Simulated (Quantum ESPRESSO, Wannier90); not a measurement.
## TiN (rock salt), plane waves to Wannier functions

```xyz
2
Lattice="0.0000 2.1206 2.1206 2.1206 0.0000 2.1206 2.1206 2.1206 0.0000" Properties=species:S:1:pos:R:3 pbc="T T T"
Ti     0.0000     0.0000     0.0000
N      2.1206     2.1206     2.1206
```

Cell from Materials Project (mp-492), symmetrised, no further relaxation. COD (Crystallography Open Database) has an entry of this formula and space group (matched by these alone). Computed values, not measurements, from PBEsol: Quantum ESPRESSO (norm-conserving PseudoDojo potentials, cutoff 68 Ry, no spin polarisation, no spin-orbit coupling) on a Γ-centred 12×12×12 mesh, then Wannier90. Density: 12×12×12 mesh, cold smearing 0.01 Ry. A non-magnetic state is assumed, with no Hubbard U on the 3d ions.

Valence charges of the files: Ti 12, N 5. 22 bands were computed.

Isolated groups of bands, relative to the Fermi level (bands from 6 on overlap up to the last one computed):

| bands | from (eV) | to (eV) | filling | weight on atomic waves |
|---|---|---|---|---|
| 1 | -57.56 | -57.43 | filled | Ti 3s 96 % |
| 2–4 | -34.32 | -33.66 | filled | Ti 3p 98 % |
| 5 | -17.01 | -14.50 | filled | N 2s 73 %, Ti 3d 12 %, Ti 4s 11 % |

Wanted is a model with the orbitals Ti d, N p, without the filled groups that are mainly made of other shells (semicore states, and anion s where it isn't named); all higher bands stay in for disentanglement.

Task: Give num_wann, exclude_bands and num_bands, and the number of electrons that the model holds.

Result: Electrons: 1×12 + 1×5 = 17, or 8.5 bands' worth; no gap over 0.05 eV opens at the Fermi level at this level of theory.
num_wann = 1×5 + 1×3 = 8.
exclude_bands = 1-5, 5 bands, so num_bands = 22 − 5 = 17.
The model holds 17 − 2×5 = 7 electrons. With the window frozen to 1.50 eV it follows pw.x to 1.0 meV rms (states up to 1.0 eV relative to the Fermi level).
